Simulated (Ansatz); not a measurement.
Space group Fm-3m (No. 225). a = 5.533 Å, b = 5.533 Å, c = 5.533 Å, α = 90.00°, β = 90.00°, γ = 90.00°
```json
{"atom": "P", "site": "4a", "symmetry": "m-3m", "x": "0.0000", "y": "0.0000", "z": "0.0000"}
{"atom": "Ir", "site": "8c", "symmetry": "-43m", "x": "0.2500", "y": "0.7500", "z": "0.7500"}
```

Equation of state of this PIr₂ structure (not necessarily the ground state), with shape and atoms relaxed at each volume where symmetry leaves them free. It has no gap at any of these volumes. All numbers below come from DFT PBEsol, scalar-relativistic, plane waves, PAW (Ansatz 0.2.0).

Plane waves to 420 eV, a k mesh through Γ of 14×14×14 on the computed 3-atom cell and Gaussian smearing (0.10 eV); no spin polarisation.

| V (Å³/atom) | E − E(largest V) (meV/atom) | P (GPa) |
| --- | --- | --- |
| 13.266 | 11.39 | 21.95 |
| 13.690 | -30.35 | 10.01 |
| 14.113 | -43.17 | 0.00 |
| 14.537 | -31.74 | -8.39 |
| 14.960 | 0.00 | -15.40 |

Q: Fit a third-order Birch–Murnaghan equation to E(V).

A: V0 = 14.11 Å³/atom, B0 = 305 GPa, B0' = 4.9.

Spin-orbit coupling is left out, which matters for the bands of heavy elements.